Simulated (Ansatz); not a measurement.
Start of a relaxation, 1 H2O a cell, tilted, over a bridge Hf-Hf site (Hf, P6_3/mmc (No. 194), (0 0 1) face):

```xyz
19
Lattice="6.3397 0.0000 0.0000 -3.1698 5.4903 0.0000 0.0000 0.0000 26.1830" Properties=species:S:1:pos:R:3 pbc="T T T"
Hf    1.5849    0.9151    8.0000
Hf    0.0000    3.6602    8.0000
Hf    4.7548    0.9151    8.0000
Hf    3.1698    3.6602    8.0000
Hf    0.0000    1.8301   10.5098
Hf   -1.5849    4.5753   10.5098
Hf    3.1698    1.8301   10.5098
Hf    1.5849    4.5753   10.5098
Hf    1.5849    0.9151   13.1119
Hf    0.0000    3.6602   13.1119
Hf    4.7548    0.9151   13.1119
Hf    3.1698    3.6602   13.1119
Hf    0.0000    1.8301   15.4940
Hf   -1.5849    4.5753   15.4940
Hf    3.1698    1.8301   15.4940
Hf    1.5849    4.5753   15.4940
O     0.1787    5.2975   18.6475
H     0.0000    4.5753   17.9940
H     0.2797    6.1129   18.0948
```

Theory: DFT PBE+D3(BJ), scalar-relativistic, plane waves, PAW (Ansatz 0.2.0). Plane waves to 420 eV, a k mesh through Γ of 4×4×1 on the computed 19-atom cell and Gaussian smearing (0.10 eV); no spin polarisation. The cell repeats along c with a dipole correction in the vacuum.

Atoms 1, 2, 3, 4, 5, 6, 7, 8 (counted from 1) are held. The cell is fixed. Force threshold 0.04 eV/Å.

| step | E − E_final (eV) | largest force (eV/Å) |
| --- | --- | --- |
| 1 | 0.658 | 0.576 |
| 2 | 0.619 | 0.852 |
| 3 | 0.570 | 1.055 |
| 4 | 0.478 | 0.544 |
| 5 | 0.456 | 2.230 |
| 6 | 0.327 | 1.470 |
| 7 | 0.174 | 0.766 |
| 8 | 0.084 | 0.442 |
| 9 | 0.034 | 0.193 |
| 10 | 0.010 | 0.055 |
| 11 | 0.005 | 0.128 |
| 12 | 0.000 | 0.027 |

(1) What is the final structure?

The end is the local minimum or symmetric point that this start leads to. The slab is only 7.5 Å thick, so the energy isn't converged with thickness.

Spin–orbit coupling is left out, which can shift energies with elements as heavy as these.

Results:

(1)
```
CELL_PARAMETERS angstrom
6.33970 0.00000 0.00000
-3.16985 5.49034 0.00000
0.00000 0.00000 26.18304
ATOMIC_POSITIONS crystal
Hf 0.33333 0.16667 0.30554
Hf 0.33333 0.66667 0.30554
Hf 0.83333 0.16667 0.30554
Hf 0.83333 0.66667 0.30554
Hf 0.16667 0.33333 0.40140
Hf 0.16667 0.83333 0.40140
Hf 0.66667 0.33333 0.40140
Hf 0.66667 0.83333 0.40140
Hf 0.33303 0.16600 0.49906
Hf 0.33687 0.66789 0.50150
Hf 0.83056 0.16139 0.50095
Hf 0.83123 0.66804 0.50133
Hf 0.16645 0.32774 0.59097
Hf 0.16985 0.83847 0.59131
Hf 0.66235 0.32891 0.59083
Hf 0.66922 0.83318 0.60146
O 0.63361 0.83033 0.68919
H 0.45983 0.70639 0.69334
H 0.64171 0.98824 0.69484
```

Cost: 1 run of about 53 core-minutes, on Intel Xeon Platinum 8488C (Sapphire Rapids) (shared hosts).